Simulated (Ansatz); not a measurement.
## Hf: what symmetry allows forces and stress to be

```
Hf
1.0
     3.19670    0.00000    0.00000
    -1.59835    2.76842    0.00000
     0.00000    0.00000    5.05780
Hf
2
Direct
  0.34959 0.69918 0.25000
  0.66667 0.33333 0.75000
```

These are results of DFT PBEsol, scalar-relativistic, plane waves, PAW (Ansatz 0.2.0), not measurements.

Plane waves to 420 eV, a k mesh through Γ of 15×15×8 on the computed 2-atom cell and Gaussian smearing (0.10 eV); no spin polarisation.

This distorted cell has space group Cmcm, with 8 operations.

Task: Without a calculation: in which directions can each atom feel a force?

Result: A force must be left unchanged by every operation that keeps its atom in place, so it lies in the space that those operations leave fixed. Atoms that the group maps onto each other feel forces of one size.
```tsv
atom	site symmetry	operations at the site	equivalent to atom	allowed force (Cartesian)
Hf1	m2m	4	1	along (0.00, 1.00, 0.00)
Hf2	m2m	4	1	along (0.00, 1.00, 0.00)
```

That leaves 1 independent force component of 6. A relaxation in this cell that keeps the symmetry moves the atoms in these directions alone.

Task: And the stress tensor?

Result: It must be invariant under the point group, which leaves 3 independent components: yz, xz, xy vanish.

Task: Do the computed values obey this?

Result: Yes. Forces (eV/Å):
```
Hf1  0.000 -0.190  0.000
Hf2  0.000  0.190  0.000
```

Stress (GPa, compression positive, xx yy zz yz xz xy): -4.61 -2.92 -3.76 0.00 0.00 0.00. The program imposes the same operations on density, forces and stress, so this confirms the analysis and is no independent test of the calculation.

Spin–orbit coupling is left out, which can shift energies with elements as heavy as these.